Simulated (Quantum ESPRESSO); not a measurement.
Field gradients of Ti from a PBE PAW density (pw.x of a modified build of Quantum ESPRESSO, JTH datasets) with the all-electron reconstruction of Petrilli and co-workers, 20 Ha, k-mesh 15×15×9 through Γ:

```
CELL_PARAMETERS angstrom
      2.93573     0.00000     0.00000
     -1.46787     2.54242     0.00000
      0.00000     0.00000     4.64086
ATOMIC_POSITIONS crystal
  Ti 0.33333 0.66667 0.25000
  Ti 0.66667 0.33333 0.75000
```
The cell comes from the Materials Project (a computed structure). It is Ti in P6₃/mmc. Stability against distortions was not tested. The run has no spin polarisation.

Vzz is the sum of three terms, each taken along its main axis: the smooth valence density, the ions (nucleus and frozen core) with the augmentation charges of all other spheres, and the all-electron minus smooth density in the atom's own sphere. The split hangs on the datasets.  Cores are frozen. Ti had no test against all-electron runs. This crystal comes out metallic or nearly gapless here; its field gradients are sensitive to mesh and smearing.

```json
[
 {"site": "Ti (atoms 1, 2)", "smooth valence density": "-0.005", "ions and other spheres": "0.010", "own sphere": "…", "Vzz (a.u.)": "…"}
]
```

Q: Complete the blanks.

A: 
- Ti (atoms 1, 2), own sphere: 0.201
- Ti (atoms 1, 2), Vzz (a.u.): 0.205
